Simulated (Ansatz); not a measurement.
MgZn2O3:
Space group P-3m1 (No. 164); a = b = 3.0088 Å, c = 7.3341 Å, α = β = 90.00°, γ = 120.00°

```tsv
atom	site	symmetry	x	y	z
Mg	1a	-3m.	0.0000	0.0000	0.0000
Zn	2d	3m.	0.6667	0.3333	0.3318
O	2d	3m.	0.3333	0.6667	0.1617
O	1b	-3m.	0.0000	0.0000	0.5000
```

Relaxed with PBEsol. Plane-wave PAW PBEsol (Ansatz code) gives a gap of 1.88 eV.

Problem. What gap does HSE06 give on the same cell (Ansatz, PAW)?

Solution. 3.75 eV, 1.88 eV more. The hybrid was solved on a coarser mesh and at special points; its gap is the smallest among all of these.

```csv
k,v1 PBEsol,c1 PBEsol,v1 HSE06,c1 HSE06
Γ,0.00,1.88,0.00,3.75
A,-0.10,3.25,(withheld),(withheld)
K,-0.53,7.40,(withheld),(withheld)
H,-0.86,7.56,(withheld),(withheld)
M,-0.32,5.30,-0.38,7.54
L,-0.11,5.72,(withheld),(withheld)
```

Problem. Top valence (v1) and lowest conduction level (c1) in eV from each method's valence maximum (which need not be a listed point): supply the withheld HSE06 values.

Solution. 
- H, v1 HSE06: -0.97
- H, c1 HSE06: 9.95
- K, v1 HSE06: -0.61
- K, c1 HSE06: 9.76
- A, v1 HSE06: -0.11
- A, c1 HSE06: 5.08
- L, v1 HSE06: -0.15
- L, c1 HSE06: 7.86

Cost on shared cores: the PBEsol run (SCF on a 11×11×4 mesh, then bands and DOS) roughly 60 core-seconds, the HSE06 run (SCF on 6×6×3, then a few points) about 2.6 core-minutes (a rough figure); the tasks are unlike.

The workflow started from a Materials Project entry (that database holds measured and hypothetical structures alike); the Crystallography Open Database copy checked does not list it. With Mg and Zn taken as one species the cell has the higher symmetry Fm-3m, so it may be an ordered model of a mixed-site phase. Whether it is the stable phase at ambient conditions was not checked. The PBEsol relaxation kept the symmetry of its start; of distortions, only those at the zone centre were tested.

Potentials: the later of the program's two PAW sets.
